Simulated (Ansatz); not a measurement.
## BiSe$_{4}$ (I4/m)

The calculation used DFT PBE, scalar-relativistic, plane waves, PAW in Ansatz.

Plane waves to 420 eV, a k mesh through Γ of 10×10×10 on the computed 5-atom cell and Gaussian smearing (0.10 eV); no spin polarisation.

The structure is relaxed at this level of theory with its symmetry kept, and needn't be the ground state of this composition.

```cif
data_structure
_symmetry_space_group_name_H-M 'P 1'
_symmetry_Int_Tables_number 1
_cell_length_a 6.6572
_cell_length_b 6.6572
_cell_length_c 6.6572
_cell_angle_alpha 95.899
_cell_angle_beta 95.899
_cell_angle_gamma 142.603
_cell_volume 169.73
loop_
_atom_site_label
_atom_site_type_symbol
_atom_site_fract_x
_atom_site_fract_y
_atom_site_fract_z
_atom_site_occupancy
Bi1 Bi 0.00000 0.00000 0.00000 1
Se1 Se 0.72169 0.18595 0.90764 1
Se2 Se 0.81405 0.72169 0.53574 1
Se3 Se 0.27831 0.81405 0.09236 1
Se4 Se 0.18595 0.27831 0.46426 1
```

Formation energy from the elements' standard states (uncorrected)?

+0.064 eV/atom.

Kohn–Sham band gap?

none (metal).

Density of states at the Fermi level?

1.3 states/eV per cell.

Orbital (Löwdin) character within 0.5 eV of the Fermi level?

Se 4p 64 %, Bi 6p 30 %.

Bader charge by site (e)?

Bi (1 in the cell) 0.69, Se (4 in the cell) -0.17.

Spin-orbit coupling is left out, which matters for the bands of heavy elements.

The cell was found from a structure generator's guess, not taken from experiment. Löwdin shares on free-atom orbitals overweight diffuse shells.
